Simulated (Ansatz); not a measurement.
An Ansatz input:

```yaml
crystal:
  lattice:
    - [2.8591632103, 0.0, 0.0]
    - [-1.4295816051, 2.4761079736, 0.0]
    - [0.0, 0.0, 2.8356238873]
  atoms:
    - { symbol: B, position: [0.0, 0.0, 0.0] }
    - { symbol: B, position: [0.3333333333, 0.6666666667, 0.5] }
    - { symbol: B, position: [0.6666666667, 0.3333333333, 0.5] }
hamiltonian:
  xc: r2scan
  pseudopotentials:
    kind: paw
    azcp:
      B: "pseudopotentials/B.paw.azcp"
basis:
  ecutwfc: 500
  fft_grid_basis: typed
kpoints:
  mp_grid: { grid: [17, 17, 15], shift: [0, 0, 0] }
magnetization:
  spin_polarized: false
scf:
  occupations: { method: fermi_dirac, width: 0.1 }
output:
  write_density: true
  write_potential: true
  elf: true
  volumetric_format: npy
```

and its output:

```
Engine: ansatz 0.2.0, x86_64-unknown-linux-gnu
Pseudopotentials: kind: paw
Pseudopotential: B, paw, valence charge 3, recommended cutoff 500 eV (meta_gga) 
Functional definition: r2SCAN
  parameter k0 = 0.174
  parameter k1 = 0.065
  parameter a1 = 4.9479
  exchange = r2scan_x(k0 = k0, k1 = k1, a1 = a1)
  correlation = r2scan_c
Crystal: 3 atoms, lattice volume = 20.075 Å³
Basis set: ecut = 500 eV, 527 PW (Γ), exchange–correlation on 96×96×96 points (64 copies of the dense FFT grid, shifted against one another)
Bands: 9, of which v1, the nominal top of the filled ones, is band 5 counted from 1 (4 counted from 0)
Symmetry: 24 space group operations
Space group: P6/mmm (ITA 191), of the structure as read, at distance tolerance 2.7e-5 Å
k-points: 264 of 4335
Non-local potential: B, projectors of the file, l = 0: 2, l = 1: 2, l = 2: 1
PAW form: soft (Blöchl's): semilocal exchange-correlation on the pseudo side does not see the compensation charge
PAW frozen core: B, regenerated for the run's functional (the file was generated under x = pbe(κ = 0.804, μ = 0.2195149727645171), c = pbe(β = 0.06672455060314922))
PAW one-centre angular grid: B, 302 points (default); XC on 160 Gauss nodes
Initial density: superposition of atomic densities (neutral atoms: chi_scale 0, normalization atom), corrected by the library's trained network
Initial wavefunctions: pseudopotential atomic-orbital guess
Functional: x = r2scan, c = r2scan; τ floored in thin density (d = 2e-4 eV/Å³)
SCF iter   1: F=—  HF=-466.231199 eV  |F-HF|=—  |Δ(HF+E_count)|=         —  Δρ=8.75e-3  dr2=1.20e-2  dr2_τ=3.15e-1  ethr=1.77e-3  ⟨swp⟩=4.7  Hψ=15049  notcnv=0
SCF iter   2: F=—  HF=-466.318723 eV  |F-HF|=—  |Δ(HF+E_count)|=   8.75e-2  Δρ=5.60e-3  dr2=3.39e-3  dr2_τ=9.12e-5  ethr=1.34e-4  ⟨swp⟩=2.0  Hψ=6837  notcnv=0  defer=27
SCF iter   3: F=—  HF=-466.321787 eV  |F-HF|=—  |Δ(HF+E_count)|=   3.06e-3  Δρ=1.35e-3  dr2=4.30e-4  dr2_τ=2.55e-5  ethr=3.77e-5  ⟨swp⟩=2.2  Hψ=3465  notcnv=0  defer=27
SCF iter   4: F=—  HF=-466.321725 eV  |F-HF|=—  |Δ(HF+E_count)|=   6.22e-5  Δρ=5.26e-4  dr2=2.93e-5  dr2_τ=7.64e-7  ethr=4.78e-6  ⟨swp⟩=2.4  Hψ=3539  notcnv=0  defer=27
SCF iter   5: F=—  HF=-466.321739 eV  |F-HF|=—  |Δ(HF+E_count)|=   1.38e-5  Δρ=7.87e-5  dr2=1.07e-6  dr2_τ=1.88e-8  ethr=3.26e-7  ⟨swp⟩=2.4  Hψ=3422  notcnv=0  defer=27
SCF iter   6: F=-466.321739 eV  HF=-466.321739 eV  |F-HF|=4.96e-9  |Δ(HF+E_count)|=   1.61e-7  Δρ=7.20e-6  dr2=6.37e-9  dr2_τ=1.27e-10  ethr=1.11e-9  ⟨swp⟩=1.8  Hψ=8705  notcnv=0
SCF 1 converged in 6 iterations: F = -466.321739 eV  dr2 = 6.37e-9
SCF converged after 6 iterations
Free energy (F): -466.321739 eV
Harris-Foulkes:  -466.321739 eV  (|F-HF|=4.96e-9)
Internal energy: -466.308305 eV  (E = F + TS)
E sigma→0 (E₀):  -466.315022 eV
Entropy (-TS):   -0.013433 eV (-4.478 meV/atom)
Fermi energy:    11.659790 eV
--- Per-component energies (eV) ---
  E_band       = 36.994319
  E_kinetic    = 142.697979
  E_local      = -29.204631  (includes V_loc(G=0)·N_el)
  E_nonlocal   = 34.761243
  E_hartree    = 6.849370
  E_xc         = -93.209093
  E_vxc        = -123.002197  (∫ρ·V_xc dr)
  E_paw        = -239.822582  (= ΣΔE_a)
  E_vpaw       = -8.060752  (= ΣTr[D̂ρ^β])
  E_aug_tail   = -0.000005  (compensation charges beyond the density's cutoff)
  E_vtau       = 6.103692  (kinetic-family band-sum trace: ∫τ·v_τ [+ j·A + Jᵃ·Aᵃ] dr)
  E_ewald      = -288.325262
  E_core_change = -0.055326  (= ΣΔE_core)
  E_smearing   = -0.013433  (= −TS)
  E_closure    = 0.000000  (closes the sum)
  Σ components = -466.321739   (vs F -466.321739, Δ=0.00e0)
--- Band table (eV; the first three rows and the last of 264) ---
  k-point 0: bands = ["-6.3778", "7.0545", "10.5580", "10.5580", "12.6567", "12.6567", "13.8425", "21.9552", "22.1608"]
  k-point 1: bands = ["-6.3072", "6.5167", "10.5931", "10.5931", "12.7333", "12.7333", "14.4210", "21.8901", "22.2722"]
  k-point 2: bands = ["-6.0955", "5.2818", "10.6942", "10.6942", "12.9619", "12.9619", "15.7308", "21.7191", "22.5893"]
  k-point 263: bands = ["2.1066", "3.2793", "4.0465", "5.4089", "6.0063", "7.2981", "19.2849", "22.6799", "23.6915"]
```

Launched by

```sh
ansatz run input.yaml --threads 1 --pin off --max-ram 3584MiB --backend cpu --events-out ev --progress --plain --runs-dir out
```

On 1 thread of Intel(R) Xeon(R) Platinum 8259CL CPU @ 2.50GHz (Skylake/Cascade Lake) (shared host) this took about 7.8 s of wall time and 7.7 s of CPU time.
